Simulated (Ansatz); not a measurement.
Co7Mo6 in space group R-3m (No. 166; Pearson symbol hR13), PBEsol in the plane-wave PAW code Ansatz, all energies at zero smearing, with the estimated change up to a 700 eV cutoff added, with one set of potentials and settings (totals compare only within such a set). Cell of 13 atoms (7 Co, 6 Mo): -65036.661 eV.

| element | reference phase | E (eV/atom) |
|---|---|---|
| Co | P6_3/mmc, 2 atoms in the cell, spin-polarised | -5092.9959 |
| Mo | Im-3m, 1 atoms in the cell | -4897.4695 |

Formation energy per atom, worked out: (-65036.661 − 7×(-5092.9959) − 6×(-4897.4695))/13 = -0.067 eV/atom (-6 kJ per mol of atoms), at 0 K, without zero-point energy or fitted corrections.

The first step of the workflow began from a Materials Project structure, measured or hypothetical; the Crystallography Open Database files this formula in space group No. 166, but the cells were not matched. Whether it is the stable phase at ambient conditions was not checked. The cell was relaxed with PBEsol under the symmetry of its start; whether a distortion lowers the energy is not shown. Magnetic state: ferromagnetic, the only order run, not a proven ground state. The references are the lowest solids computed at this level, not always the standard phases.

Potentials: the later of the program's two PAW sets.
